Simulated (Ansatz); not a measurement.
Input:

YSe:
Space group Fm-3m (No. 225); a = 5.7582 Å, b = 5.7582 Å, c = 5.7582 Å, α = 90.00°, β = 90.00°, γ = 90.00°

| atom | site | symmetry | x | y | z |
|---|---|---|---|---|---|
| Y | 4b | m-3m | 0.5000 | 0.5000 | 0.5000 |
| Se | 4a | m-3m | 0.0000 | 0.0000 | 0.0000 |
(The calculation used a cell of 2 atoms; values per cell refer to that cell.)

This is the r²SCAN-relaxed structure.

Problem. All from r²SCAN (plane waves, PAW; program Ansatz), unless another level is named. Predict the electronic character.

Solution. metallic (no gap).

Problem. Give the formation energy from the elements (no fitted shifts).

Solution. -2030 meV/atom.

Problem. And the density of states at the Fermi level?

Solution. 0.50 states/eV per atom (mean over ±0.08 eV).

The workflow started from a Materials Project entry (that database holds measured and hypothetical structures alike); the Crystallography Open Database files this formula in space group No. 225, but the cells were not matched. Its standing as an ambient phase is unchecked. Symmetry was held in the r²SCAN relaxation; its stability against distortions is not shown here. No spin polarisation was allowed. With an odd number of electrons in the cell and no spin polarisation, the count alone makes it a metal. The references are the lowest solids computed at this level, not always the standard phases. Spin–orbit coupling is left out wherever it is not named.

Potentials: the earlier of the program's two PAW sets.
